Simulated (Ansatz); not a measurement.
Scan of one atom of the cell for La2O3 (A-La2O3 type, space group P-3m1)

La$_{2}$O$_{3}$ (A-La2O3 type, space group P-3m1)

```yaml
crystal:
  lattice:
    - [3.94027, 0.00000, 0.00000]
    - [-1.97014, 3.41238, 0.00000]
    - [0.00000, 0.00000, 6.18799]
  atoms:
    - { symbol: La, position: [0.33333, 0.66667, 0.24739] }
    - { symbol: La, position: [0.66667, 0.33333, 0.75261] }
    - { symbol: O, position: [0.00000, 0.00000, 0.00000] }
    - { symbol: O, position: [0.33333, 0.66667, 0.64528] }
    - { symbol: O, position: [0.66667, 0.33333, 0.35472] }
```

In each cell atom 1 (La, nearest neighbour O at 2.370 Å; its periodic images, 3.9 Å or more away, move with it) moves by s·(0.000, 0.000, 1.000) (along Cartesian z), the rest being held.

Calculation: PBE (plane waves to 420 eV, PAW, scalar-relativistic; Ansatz, an electronic-structure program). k mesh 8×8×5 (Γ-centred), Fermi-Dirac smearing 0.05 eV. The energy includes the smearing's −TS. Stress and pressure are positive under compression. Left out: 1 of 11 points, with atoms too close for the PAW data. F∥ is the force on the atom along that direction. La2O3 is run without spin polarisation. La2O3 was relaxed with its symmetry unable to fall. The zero of ΔE is the undisplaced structure.

```
s (Å)   ΔE (eV/cell)  F∥ (eV/Å)  P (GPa)
------  ------------  ---------  -------
-0.470         1.049      4.084     -2.0
-0.376         0.696      3.426     -2.2
-0.282         0.407      2.713     -2.2
-0.188         0.189      1.921     -1.8
-0.094         0.049      1.024     -1.1
0.000          0.000     -0.001      0.0
0.094          0.054     -1.190      1.6
0.188          0.230     -2.596      3.6
0.282          0.552     -4.297      6.3
0.376          1.051     -6.400      9.7
```

Summary:

The energy at s = 0.376 Å is 1051 meV/cell. The force along the line at s = -0.470 Å comes out as 4.08 eV/Å and the force constant k = d²E/ds² at s = 0 (finite differences) comes out as 11.7 eV/Å². Symmetry of the curve: not even: the positive side lies higher at ±0.376 Å. Shape of the curve: a single well with its minimum at or next to zero displacement. Harmonic estimate at the end of the scan: ½ks² = 827 meV/cell against the computed 1051 meV/cell, so the well is stiffer than harmonic there.

The 11 points together took roughly 50 core-seconds.

(For displaced atoms, the force is minus the slope of the energy, and its curvature is a force constant, which sets phonon frequencies.)
